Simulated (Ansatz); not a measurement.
The relaxed structure here is a generated cell of NaYCl4: the first start was made by placing the elements on the sites of a structure type, and the end was not matched to a known phase here, so it may be hypothetical.

The end point of a relaxation of NaYCl4. Level of theory: r2SCAN (plane waves to 500 eV, PAW, scalar-relativistic; Ansatz, a quantum-chemistry and plane-wave program).

```cif
data_Cl4NaY
_chemical_formula_sum 'Na1 Y1 Cl4'
_space_group_name_H-M_alt 'P 1'
_space_group_IT_number 1
_cell_length_a 4.83499
_cell_length_b 4.83499
_cell_length_c 7.15909
_cell_angle_alpha 90.000
_cell_angle_beta 90.000
_cell_angle_gamma 120.000
loop_
_space_group_symop_operation_xyz
  'x, y, z'
loop_
_atom_site_label
_atom_site_type_symbol
_atom_site_fract_x
_atom_site_fract_y
_atom_site_fract_z
_atom_site_occupancy
Na1 Na 0.00000 0.00000 0.50000 1
Y1 Y 0.00000 0.00000 0.00000 1
Cl1 Cl 0.33333 0.66667 0.21638 1
Cl2 Cl 0.66667 0.33333 0.21638 1
Cl3 Cl 0.66667 0.33333 0.78362 1
Cl4 Cl 0.33333 0.66667 0.78362 1
```

Question: Find the space group and the Wyckoff positions (tolerance 0.01 Å).

Answer: Space group P6/mmm (No. 191); a = 4.835 Å, b = 4.835 Å, c = 7.159 Å, α = 90.00°, β = 90.00°, γ = 120.00°

```
atom  site  symmetry       x       y       z
----  ----  --------  ------  ------  ------
Na      1b     6/mmm  0.0000  0.0000  0.5000
Y       1a     6/mmm  0.0000  0.0000  0.0000
Cl      4h       3m.  0.3333  0.6667  0.2164
```

Question: Give the shortest distances between elements (the closest pairs, up to four, under 3.6 Å).

Answer: Cl–Cl 2.79 Å; Cl–Y 3.19 Å; Cl–Na 3.45 Å; Na–Y 3.58 Å.

The volume per atom is 24.16 Å³ and the band gap is 1.20 eV, direct at K (no spin-orbit coupling).

No spin polarisation in the result.

The run could not lose the symmetry of its start, so the end can be a saddle point.
